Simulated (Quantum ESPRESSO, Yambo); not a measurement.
FeP2 (space group Pnnm, No. 58). The geometry is that of Materials Project entry mp-20027, symmetrised and not relaxed again. Chain: LDA (Quantum ESPRESSO, PseudoDojo norm-conserving, 90 Ry, without SOC); G0W0 in Yambo (2×2×4 Γ-centred k mesh, bands 9 to 150 and a 8 Ry block in the screening, 150 bands in G with the Bruneval-Gonze terminator, plasmon pole fitted at 27.2 eV); BSE (6×4×8 mesh, 12 valence and 6 conduction bands, static screening with 53 bands and a 3 Ry block, scissor 0.19 eV, Tamm-Dancoff).

The LDA gap (dense path) comes out as 0.33 eV, the LDA gap Γ → (0, 0, 0.25) on the GW mesh is 0.34 eV and the LDA smallest direct gap on the GW mesh, at (0, 0, 0.25) is 0.90 eV. The G0W0 direct gap at that point comes out as 1.09 eV and the G0W0 correction to the gap Γ → (0, 0, 0.25) comes out as 0.05 eV. The lowest exciton is no binding energy given (see below).

Rough cost of the Yambo steps against G0W0 for 14 states: BSE about 5×.

Nearest settings tried, and what they do to the gap: 100 bands in G: +5 meV; 100 bands in W, 100 bands in G: +15 meV; 3 Ry block (45 vectors against 209): +431 meV. Not varied: mesh. So the settings aren't converged at that level. The k mesh is coarse. The BSE states are vertical excitations (zero momentum); the indirect quasiparticle gap, about 0.38 eV, is smaller than the direct one (1.09 eV on the GW mesh). The lowest state lies within a few hundredths of an eV of the direct gap; this mesh is too coarse for weakly bound, extended excitons. Axes are Cartesian, with cell vectors (Å) (4.92, 0.00, 0.00), (0.00, 5.63, 0.00), (0.00, 0.00, 2.72).

The structure is a Materials Project entry; no match was found in the copy of COD used, and its stability was not checked.

The runs are not spin-polarised; magnetic order was not tried.
